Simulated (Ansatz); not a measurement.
Relaxed Ge (diamond):

```
CELL_PARAMETERS angstrom
      0.00000     2.83729     2.83729
      2.83729     0.00000     2.83729
      2.83729     2.83729     0.00000
ATOMIC_POSITIONS crystal
  Ge 0.00000 0.00000 0.00000
  Ge 0.25000 0.25000 0.25000
```

Scan: atom 2 (Ge, nearest neighbour Ge at 2.457 Å; its periodic images, 4.0 Å or more away, move with it) is displaced along Cartesian x, direction (1.000, 0.000, 0.000) in Cartesian axes, by s. The other atoms stay.

Computed with r2SCAN (plane waves to 500 eV, PAW, scalar-relativistic; Ansatz, a quantum-chemistry and plane-wave program). k mesh 8×8×8 (Γ-centred), Fermi-Dirac smearing 0.05 eV. Energies are smeared free energies. As the smearing reaches across the gap at some points, energies and forces of such displacements shift with the k mesh and the smearing. Ge was relaxed with its symmetry unable to fall. The zero of ΔE is the undisplaced structure. The last digit holds for this mesh only.

```json
[
 {"s (Å)": "-0.740", "ΔE (meV/cell)": "withheld"},
 {"s (Å)": "-0.592", "ΔE (meV/cell)": "1658.3"},
 {"s (Å)": "-0.444", "ΔE (meV/cell)": "1009.3"},
 {"s (Å)": "-0.296", "ΔE (meV/cell)": "475.5"},
 {"s (Å)": "-0.148", "ΔE (meV/cell)": "125.0"},
 {"s (Å)": "0.000", "ΔE (meV/cell)": "0.0"},
 {"s (Å)": "0.148", "ΔE (meV/cell)": "125.0"},
 {"s (Å)": "0.296", "ΔE (meV/cell)": "475.5"},
 {"s (Å)": "0.444", "ΔE (meV/cell)": "1009.3"},
 {"s (Å)": "0.592", "ΔE (meV/cell)": "1658.3"},
 {"s (Å)": "0.740", "ΔE (meV/cell)": "withheld"}
]
```

Fit an even polynomial form (powers 2, 4, 6) to the given rows and predict ΔE at s = 0.740.

Least squares on the 9 given rows: ΔE = (5713)·s² + (-3286)·s⁴ + (1393)·s⁶, in meV/cell with s in Å; root-mean-square residual 0.77 meV/cell. At 0.740 the fit gives 2371.8 meV/cell; the calculation gives 2371.5 meV/cell, so the extrapolation is off by 0.3 (+0.0 %). The quadratic term alone would give 3128.4 meV/cell.

(A displaced cell: forces are minus the slopes of the energy, force constants its curvatures, and phonons follow from these.)
